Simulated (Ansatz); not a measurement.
HgTe:
Space group F-43m (No. 216); a = b = c = 6.573 Å, α = β = γ = 90.00°

```tsv
atom	site	symmetry	x	y	z
Te	4c	-43m	0.2500	0.2500	0.2500
Hg	4a	-43m	0.0000	0.0000	0.0000
```
(The calculation used a cell of 2 atoms; values per cell refer to that cell.)

Relaxed with r²SCAN. DFT-r²SCAN in the program Ansatz with PAW potentials gives no gap.

Task: What gap does HSE06 give on the same cell (Ansatz, PAW)?

Result: It stays without a gap at the points solved. The hybrid was solved on a coarser mesh and at special points; its gap is the smallest among all of these. On such a mesh it can open a false gap in a semimetal.

```
k  v1 r²SCAN  c1 r²SCAN  v1 HSE06  c1 HSE06
-  ---------  ---------  --------  --------
Γ       0.00       0.00      0.00      0.00
X      -2.13       2.11       [?]       [?]
L      -0.92       0.96       [?]       [?]
W      -2.41       3.25       [?]       [?]
K      -1.77       2.48       [?]       [?]
```

Task: Top valence (v1) and lowest conduction level (c1) in eV from each method's valence maximum (which need not be a listed point): supply the withheld HSE06 values.

Result: 
- L, v1 HSE06: -0.97
- L, c1 HSE06: 1.38
- K, v1 HSE06: -1.86
- K, c1 HSE06: 2.96
- X, v1 HSE06: -2.24
- X, c1 HSE06: 2.59
- W, v1 HSE06: -2.55
- W, c1 HSE06: 3.84

Cost on shared cores: the r²SCAN run (SCF on a 11×11×11 mesh, then bands and DOS) around 50 core-seconds (rough), the HSE06 run (SCF on 6×6×6, then a few points) very roughly 2.4 core-minutes; the tasks are unlike.

The cell was relaxed with r²SCAN under the symmetry of its start. Scalar-relativistic: spin–orbit coupling is off unless named, which matters more the heavier the elements.

Potentials: the later of the program's two PAW sets.
